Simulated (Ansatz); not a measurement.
H4BrN:
```cif
data_H4BrN
_chemical_formula_sum 'H4 Br1 N1'
_space_group_name_H-M_alt 'P-43m'
_space_group_IT_number 215
_space_group_name_Hall 'P -4 2 3'
_cell_length_a 4.00135
_cell_length_b 4.00135
_cell_length_c 4.00135
_cell_angle_alpha 90.000
_cell_angle_beta 90.000
_cell_angle_gamma 90.000
loop_
_atom_site_label
_atom_site_type_symbol
_atom_site_symmetry_multiplicity
_atom_site_Wyckoff_symbol
_atom_site_fract_x
_atom_site_fract_y
_atom_site_fract_z
_atom_site_occupancy
H1 H 4 e 0.85123 0.85123 0.85123 1
Br1 Br 1 b 0.50000 0.50000 0.50000 1
N1 N 1 a 0.00000 0.00000 0.00000 1
```

Relaxed with r²SCAN+D4. Independent-particle spectrum: no excitons, no local fields, no scissors shift; 0.1 eV broadening; ε₁ of the summed bands alone.

Tabulate the dielectric function from DFT-r²SCAN+D4 in the program Ansatz with PAW potentials.



```
E (eV)  ε₁ xx  ε₂ xx
------  -----  -----
0.0      3.07   0.00
0.4      3.08   0.00
0.8      3.09   0.00
1.2      3.11   0.00
1.6      3.14   0.00
2.0      3.18   0.00
2.4      3.23   0.00
2.8      3.30   0.00
3.2      3.38   0.00
3.6      3.49   0.00
4.0      3.63   0.00
4.4      3.83   0.00
4.8      4.18   0.01
5.2      4.45   0.43
5.6      4.56   0.66
6.0      4.76   0.84
6.4      5.12   1.08
6.8      5.76   1.59
7.2      6.54   2.33
7.6      6.43   5.58
8.0      2.56   5.95
8.4      2.85   5.01
8.8      1.61   4.17
9.2      2.00   3.78
9.6      2.90   4.37
10.0    -1.25   5.42
10.4    -3.08   3.93
10.8    -1.20   2.00
11.2    -1.11   1.35
11.6    -0.43   0.95
12.0    -0.07   0.81
```

From ε at 6.3 eV (xx: 5.01 + 1.01i), find n, k, the normal reflectivity and the absorption coefficient.

n = 2.25, k = 0.224, R = 15 %, α = 2kE/ħc = 140000 cm⁻¹.

With all bands, ε∞ without local fields is 3.12. DFPT, with local fields, gives 2.97.

The first step of the workflow began from a Materials Project structure, measured or hypothetical; the Crystallography Open Database files this formula in space group No. 215, but the cells were not matched. Its standing as an ambient phase is unchecked. The r²SCAN+D4 relaxation kept the symmetry of its start; phonons on a q-mesh show no instability. Spin–orbit coupling is left out wherever it is not named.

Potentials: the later of the program's two PAW sets.
